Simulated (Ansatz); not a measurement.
B₂CO:
```yaml
crystal:
  lattice:
    - [-1.85327, 1.85327, 3.73538]
    - [1.85327, -1.85327, 3.73538]
    - [1.85327, 1.85327, -3.73538]
  atoms:
    - { symbol: C, position: [0.00000, 0.00000, 0.00000] }
    - { symbol: C, position: [0.75000, 0.25000, 0.50000] }
    - { symbol: O, position: [0.50000, 0.50000, 0.00000] }
    - { symbol: O, position: [0.25000, 0.75000, 0.50000] }
    - { symbol: B, position: [0.37500, 0.35387, 0.47887] }
    - { symbol: B, position: [0.87500, 0.89613, 0.52113] }
    - { symbol: B, position: [0.64613, 0.12500, 0.02113] }
    - { symbol: B, position: [0.10387, 0.62500, 0.97887] }
```

Relaxed with r²SCAN.

Map the electron localisation function on the plane through (0.750, 0.250, 0.500) spanned by u = [1, 1, 0] and v = [1, -1, 1] in lattice vectors, from the program Ansatz at the r²SCAN level (PAW).

x is the fraction of u, y of v (the angle between them is 123°; rows are the nearest grid lines); atoms in the plane: C at (0.00, 0.00), O at (0.50, 0.00), B at (0.38, 0.51), B at (0.87, 0.49).
```
|  =##*-.     :+#%*::*%#+:     .-*##=  |
|=*##+:      :+%%%#*#%#-.    .:=*%%#+-=|
|*##+-.    ..-*%%%%%#*-. ...::-+%@@%#**|
|+=:  ..:::::=*##*+-...:-+***+=+%@@%#*+|
|-. ..-=++=::-==-:.  .:=+*%%%*==*%##+=-|
| .-+#%%%%+-:::.    :=+*#@@@@#-:--:.   |
|.-*#%%@%#=---:.   :=+**%@@@@*-:..    .|
|+#%%%%#+-:-=--:::=*####%@@%*-.      :+|
|#%%%%#+:.:-==---=*%%%##%%#*:.  ....:=#|
|##*+-.  .:-+*+=-+%@@%#*+-.   ..::::=##|
|+=-:.   .:=+*=..=%@@#*=:.    .:-:..=++|
|:.      .:==:   :++-:      .:=-.   :-:|
|-:      .:=-.   :-:.      .:==:   :++-|
|+-:    ..:-:..=*+=-:.   .:=**=..+%@%#+|
|*=-.   .:::::+###*+-.  .:=+*+--*%@@%#*|
|%#+:.  ....:+#%%%#*=:.:-==---=#%%%##%%|
|@%+:.     .-*%%%%%#=::-=-:::-+*####%@@|
|%+::..    :+##%%@%*-:-:.   .-=+*#%@@@%|
|+---:..   :+*#%%%#=:::.    .-+*#%@@@%+|
|*#%#*+-.  .:==++-::===-:.  :=+*#%%#==*|
|%@%#**=:.  .::-::-+##*+=:..:-=+**+=+#%|
|%#**##*-.     .:*%%%%%%#=. ...::-+#@@%|
|+--*##+-.     :+#%%#*#%#=.    ..-*%%%+|
|  =##*-.     :+#%*::*%#+:     .-*##=  |
```
Scale: ten equal steps from 0.001 (start of ' ') to 0.954 (end of '@'), in the order ' .:-=+*#%@'; x runs from 0.000 to 1.00, y from 0.000 (bottom) to 1.00 (top).

The density is the valence pseudo-density with augmentation charge, so density and ELF within about 1 Å of a nucleus are not all-electron values.

Space group I-42d (chalcopyrite). The start of the workflow was typed in or built on a structure type; neither database checked (COD, Materials Project) lists it. Whether it is the stable phase at ambient conditions was not checked. Symmetry was held in the r²SCAN relaxation; whether a distortion lowers the energy is not shown.

Potentials: the earlier of the program's two PAW sets. The files were generated under PBE; for other functionals the program regenerates the frozen cores, and for LDA and PBEsol the local potential too.
